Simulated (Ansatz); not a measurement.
PbS:
```yaml
crystal:
  lattice:
    - [0.00000, 3.27160, 3.27160]
    - [3.27160, 0.00000, 3.27160]
    - [3.27160, 3.27160, 0.00000]
  atoms:
    - { symbol: S, position: [0.25000, 0.25000, 0.25000] }
    - { symbol: Pb, position: [0.00000, 0.00000, 0.00000] }
```

Relaxed with PBEsol. Independent-particle spectrum: no excitons, no local fields, no scissors shift; 0.1 eV broadening; ε₁ of the summed bands alone.

Tabulate the dielectric function from PBEsol in the plane-wave PAW code Ansatz.



| E (eV) | ε₁ xx | ε₂ xx |
|---|---|---|
| 0.0 | 8.37 | 0.00 |
| 0.3 | 8.45 | 0.00 |
| 0.6 | 8.69 | 0.00 |
| 0.9 | 9.24 | 0.00 |
| 1.2 | 10.86 | 0.79 |
| 1.5 | 10.15 | 2.97 |
| 1.8 | 9.21 | 3.33 |
| 2.1 | 8.91 | 3.36 |
| 2.4 | 9.04 | 3.53 |
| 2.7 | 9.16 | 3.89 |
| 3.0 | 9.66 | 4.17 |
| 3.3 | 10.83 | 5.01 |
| 3.6 | 12.14 | 6.13 |
| 3.9 | 11.17 | 12.25 |
| 4.2 | 11.05 | 14.45 |
| 4.5 | 0.76 | 19.54 |
| 4.8 | -4.33 | 13.63 |
| 5.1 | -4.63 | 10.26 |
| 5.4 | -5.17 | 7.90 |
| 5.7 | -4.29 | 5.54 |
| 6.0 | -3.53 | 4.36 |
| 6.3 | -2.85 | 3.93 |
| 6.6 | -3.25 | 2.90 |
| 6.9 | -2.51 | 2.01 |
| 7.2 | -1.83 | 1.51 |
| 7.5 | -1.19 | 1.18 |
| 7.8 | -0.55 | 0.98 |
| 8.1 | 0.28 | 0.98 |
| 8.4 | 0.88 | 1.44 |
| 8.7 | 1.78 | 2.45 |
| 9.0 | 0.12 | 3.95 |
| 9.3 | -1.15 | 3.13 |
| 9.6 | -1.26 | 2.15 |
| 9.9 | -0.70 | 1.47 |
| 10.2 | -0.26 | 1.94 |
| 10.5 | -0.66 | 2.02 |
| 10.8 | -0.83 | 1.58 |
| 11.1 | -0.85 | 1.55 |
| 11.4 | -0.77 | 1.14 |
| 11.7 | -0.53 | 1.07 |
| 12.0 | -0.51 | 0.94 |

From ε at 2.1 eV (xx: 8.91 + 3.36i), find n, k, the normal reflectivity and the absorption coefficient.

n = 3.04, k = 0.553, R = 27 %, α = 2kE/ħc = 120000 cm⁻¹.

With all bands, ε∞ without local fields is 8.47. DFPT, with local fields, gives 7.43.

Space group F-43m (zinc blende). The start of the workflow was typed in or built on a structure type; neither database checked (COD, Materials Project) lists it. It is not the phase usual at ambient conditions (space group No. 225). The cell was relaxed with PBEsol under the symmetry of its start. At this level the phase is mechanically unstable. Spin–orbit coupling is left out wherever it is not named.

Potentials: the later of the program's two PAW sets.
